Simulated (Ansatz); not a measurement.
Moving the dispersion correction in WPt2

The cell as given:

The structure is orthorhombic, space group Immm (No. 71). Conventional cell: a = 2.773 Å, b = 3.964 Å, c = 8.307 Å, α = 90.00°, β = 90.00°, γ = 90.00°. Pt (site symmetry mm2) has 7 Pt at 2.71 to 2.82 Å and 5 W at 2.77 to 2.80 Å as nearest neighbours. W (site symmetry mmm) is surrounded by 2 W at 2.77 Å and 10 Pt at 2.77 to 2.80 Å.

The cell comes from a database or a generator and needn't be the stable form of this composition.

Kept alike: task relaxation of cell and atoms; functional PBEsol; k mesh 12 × 12 × 12; occupations fermi-dirac, width 0.05 eV; no spin polarisation. Program: Ansatz, Ansatz PAW, cutoff 420 eV. The mesh is that of the run's cell of 3 atoms. No spin-orbit coupling.

| dispersion correction | volume (Å³/atom) |
| --- | --- |
| D3(BJ) | 14.592 |
| D3(BJ)-ATM | 14.703 |
| D4 | 14.770 |
| none | 14.968 |

The relaxations keep at least the cell's symmetry (Immm). For a metal such a mesh leaves the last digits unconverged. Relaxations stop with a little pressure left, so the last digits of a volume or edge aren't settled. All rows use potentials made for PBE.

Task: What does the dispersion correction change here?

Result: The volume runs from 14.592 (D3(BJ)) to 14.968 Å³/atom (none). Against no correction: D3(BJ) -2.5 %; D3(BJ)-ATM -1.8 %; D4 -1.3 %. Dispersion terms mostly attract and so lower the volume; the schemes' coefficients and damping set how far.
